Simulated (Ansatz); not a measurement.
Values for one crystal, relaxed and computed with DFT-LDA in the program Ansatz with PAW potentials; other levels are named.

```yaml
volume_per_atom: 28.34 Å³
electronic_character: metallic (no gap)
zone_centre_stability: no imaginary mode at Γ
mechanical_stability: stable (all eigenvalues of C positive)
highest_zone_centre_frequency: 183 cm⁻¹
Young's modulus: 65.9 GPa
Poisson's ratio: 0.25
```

Task: Pick the material that matches.
(A) Ge2Sb2Te5, P-3m1 (Pearson symbol hP9)
(B) TaGe2, P6/mmm (Ta on 1a, Ge on 2d)
(C) TiGe2, Fddd (Ti on 8b, Ge on 16f)
(D) ZrSnTe, P4/nmm (Zr on 2c, Sn on 2a, Te on 2c)

Result: A, Ge2Sb2Te5, P-3m1 (Pearson symbol hP9)

The LDA relaxation kept the symmetry of its start. A crystal of weakly bound layers computed without a dispersion correction: the cell and the soft elastic constants depend strongly on that. A small band overlap can be real or an error of a semilocal functional. As this level gives no gap, phonon frequencies hold no LO–TO term and depend on the k-mesh and smearing (Fermi–Dirac, 0.1 eV here). Spin–orbit coupling is left out wherever it is not named.

Potentials: the later of the program's two PAW sets.
